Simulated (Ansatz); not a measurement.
**Ga2S3 (space group Cc), energy against volume**

Ga2S3 (space group Cc)

```
CELL_PARAMETERS angstrom
      5.56123    -3.19646     0.00000
      5.56123     3.19646     0.00000
     -3.60990     0.00000     6.00209
ATOMIC_POSITIONS crystal
  Ga 0.73045 0.86409 0.38063
  Ga 0.86409 0.73045 0.88063
  Ga 0.35969 0.55317 0.37164
  Ga 0.55317 0.35969 0.87164
  S  0.75564 0.56305 0.49492
  S  0.56305 0.75564 0.99492
  S  0.40616 0.23895 0.48686
  S  0.23895 0.40616 0.98686
  S  0.91690 0.08989 0.01695
  S  0.08989 0.91690 0.51695
```

Equation-of-state scan: isotropic scaling of the cell above, V₀ being its volume. The atoms relax within the cell's symmetry.

Calculation: PBEsol (plane waves to 420 eV, PAW, scalar-relativistic; Ansatz, a first-principles code). k mesh 6×6×6 (Γ-centred), Fermi-Dirac smearing 0.05 eV. The energy includes the smearing's −TS. Stress and pressure are positive under compression. With the shape held, the modulus is that of even scaling; a crystal free to change shape is softer. Ga2S3 was relaxed with its symmetry unable to fall. ΔE is measured from the relaxed starting cell.

```tsv
V/V₀	ΔE (kJ/mol of atoms)	P (GPa)
0.940	0.95	2.64
0.955	0.52	1.88
0.970	0.22	1.19
0.985	0.05	0.56
1.000	0.00	0.00
1.015	0.05	-0.52
1.030	0.20	-1.00
1.045	0.43	-1.44
1.060	0.75	-1.84
```

What the scan shows:

- Pressure at the smallest volume = 2.64 GPa
- Energy cost of the largest compression = 9.9 meV/atom
- Energy cost of the largest expansion = 7.8 meV/atom
- Bulk modulus at fixed cell shape B₀ (third-order Birch-Murnaghan fit) = 36.3 GPa
- Pressure derivative B₀′ (fit) = 5.1
- Equilibrium volume of the fit = 21.34 Å³/atom
- Pressure for 5 % compression (fit) = 2.1 GPa

(A scan under strain: stresses follow from slopes of the energy per volume, elastic moduli from its curvatures.)
